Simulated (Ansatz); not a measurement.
Data:

SiC:
```yaml
crystal:
  lattice:
    - [3.07776, 0.00000, 0.00000]
    - [-1.53888, 2.66541, 0.00000]
    - [0.00000, 0.00000, 10.07751]
  atoms:
    - { symbol: Si, position: [0.66667, 0.33333, 0.93784] }
    - { symbol: Si, position: [0.33333, 0.66667, 0.43784] }
    - { symbol: Si, position: [0.00000, 0.00000, 0.68789] }
    - { symbol: Si, position: [0.00000, 0.00000, 0.18789] }
    - { symbol: C, position: [0.66667, 0.33333, 0.74980] }
    - { symbol: C, position: [0.33333, 0.66667, 0.24980] }
    - { symbol: C, position: [0.00000, 0.00000, 0.50046] }
    - { symbol: C, position: [0.00000, 0.00000, 0.00046] }
```

This is the r²SCAN-relaxed structure. Cartesian axes are those of the cell as given.

Q: All from DFT-r²SCAN in the program Ansatz with PAW potentials, unless another level is named. Predict the hole effective mass, band 2 of 2 at the edge.

A: 0.30 along x, 1.6 along z (mₑ).

Q: And the weight of the valence-edge state by species (Voronoi cells)?

A: C 80 %, Si 20 %.

Space group P6_3mc (4H polytype). The cell was relaxed with r²SCAN under the symmetry of its start; phonons on a q-mesh show no instability.

Potentials: the earlier of the program's two PAW sets.

Edges and masses are those of Kohn–Sham bands, whose gap is no quasiparticle gap.
